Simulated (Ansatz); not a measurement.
## Work and stress of cleavage in Ti

Method: Ansatz, DFT PBEsol, scalar-relativistic, plane waves, PAW. Cutoff 420 eV, Γ-centred 19×19×4 k-points, Gaussian smearing of 0.15 eV. No spin polarisation. Energies are free energies at this smearing, counted from the undisturbed cell; pressure is positive in compression.

The starting cell (as given, not relaxed at this level; it stands at -0.3 GPa; this fcc form isn't the usual structure):

```
Ti
1.0
     2.03000   -2.03000    0.00000
     2.03000    0.00000   -2.03000
     8.12000    8.12000    8.12000
Ti
6
Direct
  0.66667 0.66667 0.08332
  0.00000 0.00000 0.91665
  0.33333 0.33333 0.24998
  0.66667 0.66667 0.58332
  0.00000 0.00000 0.41665
  0.33333 0.33333 0.74998
```

The cut lies on the cell's a–b face, a (1 1 1) plane (indices in the standard cell, whose axes needn't be the Cartesian ones shown) of area 7.14 Å², between layers 2.34 Å apart. Vector c is lengthened by d along the normal with the atoms' Cartesian places fixed: one unrelaxed cut a cell. The traction is positive where the two halves pull on each other.

| d (Å) | energy (J/m²) | traction (GPa) |
| --- | --- | --- |
| -0.30 | 0.38 | -30.3 |
| -0.15 | 0.08 | -11.6 |
| 0.00 | 0.00 | 0.3 |
| 0.25 | 0.16 | 11.7 |
| 0.50 | 0.55 | 18.6 |
| 0.75 | 1.05 | 21.4 |
| 1.00 | 1.59 | 21.4 |
| 1.50 | 2.56 | 16.7 |
| 2.00 | 3.25 | 10.9 |
| 3.00 | 3.94 | 3.9 |
| 4.50 | 4.20 | 0.5 |
| 6.00 | 4.23 | 0.0 |

Problem. What are the work of separation and the cleavage stress, and do they fit the universal binding curve?

Solution. The energy levels off near W ≈ 4.23 J/m² (the traction is down to 0.0 GPa), the energy of the two unrelaxed faces, 2.11 J/m² each on average. The largest sampled traction is 21.4 GPa at d = 1.00 Å, and a parabola through it and its two neighbours peaks at σ_max ≈ 21.6 GPa, d ≈ 0.88 Å. The curve E = W[1 − (1 + d/ℓ)exp(−d/ℓ)] peaks in traction at d = ℓ with σ_max = W/(eℓ); with 1 J/m² per Å = 10 GPa this W and σ_max give ℓ = 0.72 Å. A parabola through that curve at the same three d peaks at 0.52 Å, against 0.88 Å here, so the traction peaks further out than on that curve. Real crystals break at far lower stress, because cracks concentrate it, and on the plane of lowest W, which needn't be this one.

The cut is rigid; relaxing the faces lowers these energies and usually the stresses.

In a metal these slopes depend on the k mesh and the smearing.